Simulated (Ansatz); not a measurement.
CrI3 (BiI3 type, space group R-3)

```xyz
8
Lattice="3.4089 1.9681 6.4919 -3.4089 1.9681 6.4919 0.0000 -3.9363 6.4919" Properties=species:S:1:pos:R:3 pbc="T T T"
Cr     0.0000     0.0000     6.5020
Cr     0.0000     0.0000    12.9737
I     -2.2279    -0.0955     8.0462
I      1.1967    -1.8817     8.0462
I      1.0312     1.9772     8.0462
I      2.2279     0.0955    11.4295
I     -1.1967     1.8817    11.4295
I     -1.0312    -1.9772    11.4295
```

The slice is a (-1 1 0 4) plane (indices of the conventional cell) through the point (0.078, 0.732, 0.429) (fractional), spanned by u = [1 0 -1] and v = [1 -1 1] in vectors of this cell: u (6.82 Å) and v (10.20 Å, at 90° to u). It covers one period; positions are fractions (u, v).

These are PBE-D3(BJ) (plane waves to 420 eV, PAW, scalar-relativistic; Ansatz, a first-principles code) values and carry that method's errors. k mesh 6×6×6. These are valence fields of a PAW run, semicore shells included where kept as valence: close to a nucleus they are smooth pseudo fields. CrI3 was relaxed with its symmetry unable to fall. Relaxed CrI3 ends ferromagnetic. Spin-orbit coupling is left out, though I is heavy. The PAW data are Ansatz's earlier set. Other magnetic orders were not checked, so this need not be the ground state.

Question: Sketch the ELF of the up spins on this plane as a map.

Answer: 
```
|x-*%#.   .:::::+%+-|
|+*%@+   :==-:::-##*|
|%@@%:  :+*#+::::+#%|
|%%#=   -*#%#=::.:=*|
|.:.   .-*###=:... .|
|       :=+*+-..... |
|.       :--:..:=++-|
|=.        ...:+*###|
|*.   ...   .:+###%%|
|*.  +%%#+:..:+%%%%%|
|=  -@@@@%*-.:=#%%%#|
|. .#@%#*##*::-+##*=|
|  :%%*-x=*#-.::--:.|
|  :%#=xx-*#=.....  |
|  .*#+xx=#%=. .:::.|
|:  +##*+#@%- .-+##*|
|+  :*%%@@@#. .*%@@%|
|+.  -#@@@*:  :#@@@@|
|=.   :--:    .*%@@%|
|:             -#%#+|
|       .-++-.  :--.|
|      :*%@@%=      |
|-:.   =%@@@@#:   .:|
|@%+.  +@@@@@#:  -#@|
|@%%+. -%@@@%*: :%@@|
|+*##: .*%@%#=. =%%*|
|x-*#+  :+++=:..*%*-|
|xx+#*.  ......:*#=x|
```
Scale: ten equal steps from 0.01 (start of ' ') to 0.85 (end of '@'), in the order ' .:-=+*#%@'. Values: ELF of the up spins. The map has 19 points along u (one character each, u = 0 at the left) and 28 along v (v = 0 in the bottom row). Points within 0.5 Å of a nucleus are blanked (x), as the pseudised field means little there.
